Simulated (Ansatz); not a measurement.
InAs:
```
InAs
1.0
    0.00000     3.05391     3.05391
    3.05391     0.00000     3.05391
    3.05391     3.05391     0.00000
In As
1 1
Direct
  0.25000   0.25000   0.25000
  0.00000   0.00000   0.00000
```

Relaxed with r²SCAN.

**Question.** Give the Bader charges and basin volumes of the independent atoms, plane-wave PAW r²SCAN (Ansatz code).

**Answer.** 

```tsv
atom	Bader charge (e)	Bader volume (Å³)
In1	+0.84	23.7
As2	-0.84	33.3
```

Space group F-43m (zinc blende). The r²SCAN relaxation kept the symmetry of its start.

Potentials: the earlier of the program's two PAW sets.
